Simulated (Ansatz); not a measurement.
CeO2:
Space group Fm-3m (No. 225); a = b = c = 5.3986 Å, α = β = γ = 90.00°

```json
[
 {"atom": "Ce", "site": "4a", "symmetry": "m-3m", "x": "0.0000", "y": "0.0000", "z": "0.0000"},
 {"atom": "O", "site": "8c", "symmetry": "-43m", "x": "0.2500", "y": "0.2500", "z": "0.2500"}
]
```
(The calculation used a cell of 3 atoms; values per cell refer to that cell.)

Relaxed with PBEsol.

Q: Decompose the optical modes at the zone centre into irreducible representations, and say which are infrared and Raman allowed.

A: Point group m-3m: Γ_opt = T1u + T2g. Infrared: T1u. Raman: T2g.

Q: Assign frequencies (DFPT, DFT-PBEsol in the program Ansatz with PAW potentials; without the LO–TO term).

A: T1u 277, T2g 433 cm⁻¹.

The cell was relaxed with PBEsol under the symmetry of its start. No spin polarisation was allowed. The 4f shell is in the valence. No Hubbard U is applied. Scalar-relativistic: spin–orbit coupling is off unless named, which matters more the heavier the elements.

Potentials: the earlier of the program's two PAW sets. The files were generated under PBE; for other functionals the program regenerates the frozen cores, and for LDA and PBEsol the local potential too.
